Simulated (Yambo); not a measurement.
## Convergence of the G0W0 gap of SnS$_{2}$ monolayer

G0W0@PBE for a free-standing SnS2 monolayer (symmetry P-3m1, slab cell 15.9 Å high) in Yambo. Reference settings: 6×6×1 Γ-centred k mesh, bands 5 to 125 and a 8 Ry block in the screening, 125 bands in G with the Bruneval-Gonze terminator, plasmon pole fitted at 27.2 eV, slab-truncated Coulomb interaction, stochastic integration of W near q = 0. The PBE gap (0, 0.167) → M on this mesh is 1.62 eV; G0W0 gaps are taken between the same points.

```json
[
 {"change from the reference": "reference settings", "G0W0 gap (0, 0.167) → M (eV)": "3.18", "shift of the valence edge (eV)": "-0.76", "rough Yambo cost": "1"},
 {"change from the reference": "70 bands in W, 70 bands in G", "G0W0 gap (0, 0.167) → M (eV)": "3.24", "shift of the valence edge (eV)": "-0.62", "rough Yambo cost": "within a factor of two"},
 {"change from the reference": "70 bands in G", "G0W0 gap (0, 0.167) → M (eV)": "3.19", "shift of the valence edge (eV)": "-0.72", "rough Yambo cost": "–"},
 {"change from the reference": "5 Ry block", "G0W0 gap (0, 0.167) → M (eV)": "3.13", "shift of the valence edge (eV)": "-0.67", "rough Yambo cost": "about 1/2"},
 {"change from the reference": "no terminator", "G0W0 gap (0, 0.167) → M (eV)": "3.17", "shift of the valence edge (eV)": "-0.58", "rough Yambo cost": "–"}
]
```

The reference isn't shown to be the converged limit. Costs are rough (shared machines), scaled to the same edge states, and given only for runs that recompute the screening.

Spin-orbit splittings are left out.

Geometry relaxed with PBEsol; primitive cell a = b = 3.6469 Å, c = 15.9000 Å, α = β = 90.00°, γ = 120.00°.

A shift is the quasiparticle energy of the state minus its PBE energy.

The potentials are those of PseudoDojo's stringent table.
